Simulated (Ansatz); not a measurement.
Given:

ScSiO:
```cif
data_O2Sc2Si2
_chemical_formula_sum 'Sc2 Si2 O2'
_space_group_name_H-M_alt 'P 1'
_space_group_IT_number 1
_cell_length_a 3.23192
_cell_length_b 3.23192
_cell_length_c 7.44911
_cell_angle_alpha 90.000
_cell_angle_beta 90.000
_cell_angle_gamma 90.000
loop_
_space_group_symop_operation_xyz
  'x, y, z'
loop_
_atom_site_label
_atom_site_type_symbol
_atom_site_fract_x
_atom_site_fract_y
_atom_site_fract_z
_atom_site_occupancy
Sc1 Sc 0.00000 0.50000 0.66633 1
Sc2 Sc 0.50000 0.00000 0.33367 1
Si1 Si 0.00000 0.00000 0.00000 1
Si2 Si 0.50000 0.50000 0.00000 1
O1 O 0.50000 0.00000 0.61194 1
O2 O 0.00000 0.50000 0.38806 1
```

This is the PBEsol-relaxed structure.

Question: All from DFT-PBEsol in the program Ansatz with PAW potentials, unless another level is named. Predict the highest zone-centre frequency.

Answer: 16.49 THz.

Question: What about the bulk modulus (Birch–Murnaghan fit)?

Answer: 135 GPa.

Space group P4/nmm. The start of the workflow was typed in or built on a structure type; neither database checked (COD, Materials Project) lists it. Its standing as an ambient phase is unchecked. Symmetry was held in the PBEsol relaxation; phonons show weakly imaginary modes. No spin polarisation was allowed. As this level gives no gap, phonon frequencies hold no LO–TO term and depend on the k-mesh and smearing (Fermi–Dirac, 0.1 eV here).

Potentials: the earlier of the program's two PAW sets. The files were generated under PBE; for other functionals the program regenerates the frozen cores, and for LDA and PBEsol the local potential too.
